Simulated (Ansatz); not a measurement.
The start is a relaxed Mo cell displaced along its unstable phonon at q = (½, 0, 0) of its primitive reciprocal cell (124i cm⁻¹), largest move 0.15 Å. A full variable-cell relaxation at zero pressure is run with r2SCAN (plane waves to 500 eV, PAW, scalar-relativistic; Ansatz, an electronic-structure program). The first steps use a coarse 6×12×12 k-mesh.

Initial structure:
```
Mo
1.0
    5.17312     0.00000     0.00000
    0.00000     2.58656     0.00000
    0.00000     0.00000     2.58656
Mo
2
Direct
  0.00000   0.00000   0.94201
  0.50000   0.00000   0.05799
```

What is the largest force in the starting geometry, and on which atom (counted from 1)?

0.57 eV/Å, on Mo1, Mo2 (atoms numbered as listed).

Does it find its way back to the structure it was made from?

It does not go back: it reaches Cmmm (No. 65), 0.30 eV/atom below the parent.

How do the shortest distances between atoms change?

The closest pairs of elements (up to four, under 3.6 Å), start → end: Mo–Mo 2.59 → 2.52 Å.

Is the relaxed structure metallic? Give its gap.

Zero (metallic).

Write out the relaxed structure.


Space group Cmmm (No. 65); a = 2.6277 Å, b = 5.0367 Å, c = 2.5159 Å, α = 90.00°, β = 90.00°, γ = 90.00°

```json
[
 {"atom": "Mo", "site": "2a", "symmetry": "mmm", "x": "0.0000", "y": "0.0000", "z": "0.0000"}
]
```
(The calculation used a cell of 1 atom; values per cell refer to that cell.)

Final values are on a 20×20×18 k-mesh of the relaxed cell. No spin polarisation in the result.

The run could not lose the symmetry of its start, so the end can be a saddle point.

The relaxed structure here is a generated cell of Mo: the first start was made by placing the elements on the sites of a structure type, and the end was not matched to a known phase here, so it may be hypothetical. Known forms of Mo include space group No. 229.
